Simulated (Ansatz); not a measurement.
This run works on a generated trial structure, not on a known crystal.

Input and command of a plane-wave DFT calculation in Ansatz:

```yaml
crystal:
  lattice:
    - [2.20582986, -3.26365673, 0.0]
    - [2.20582986, 3.26365673, 0.0]
    - [-1.86516093, 0.0, 5.82335853]
  atoms:
    - { symbol: Ho, position: [0.68997508, 0.68997508, 0.83019598] }
    - { symbol: Ho, position: [0.31002492, 0.31002492, 0.16980402] }
    - { symbol: Ho, position: [0.0, 0.0, 0.5] }
    - { symbol: "N", position: [0.5, 0.5, 0.5] }
basis:
  ecutwfc: 690
kpoints:
  mp_grid: { grid: [6, 6, 4] }
hamiltonian:
  xc: pbe
  pseudopotentials:
    kind: paw
    azcp: { Ho: "pseudopotentials/pbe/nc/lanthanide_3plus/Ho.nc.azcp" }
scf:
  occupations: { method: gaussian, width: 0.2 }
  lower_state_search: "off"
output:
  forces: true
  stress: true
  eigenvalues: true
relax:
  adjacent_minimum: "off"
  f_tol: 0.08
  max_steps: 16
  cell: { stress_tol: 0.8 }
```

```bash
ansatz run input.yaml --threads 1 --pin off --max-ram 2816MiB --backend cpu --events-out ev --progress --plain --runs-dir out
```

Processor: Intel(R) Xeon(R) Processor @ 2.70GHz, 1 thread, on a host shared with other jobs.

**Question.** How long does it run, and how much memory does it take?

**Answer.** About 2.4 min, peak memory 0.49 GiB. It solves 23 bands at 47 k points (after reduction by symmetry) with about 3631 plane waves (on the last cell), in 63 SCF iterations over 10 ionic steps.

With its 4f electrons in the core of a norm-conserving potential, the lanthanide is trivalent by construction, without f bands, f moments or other valences.
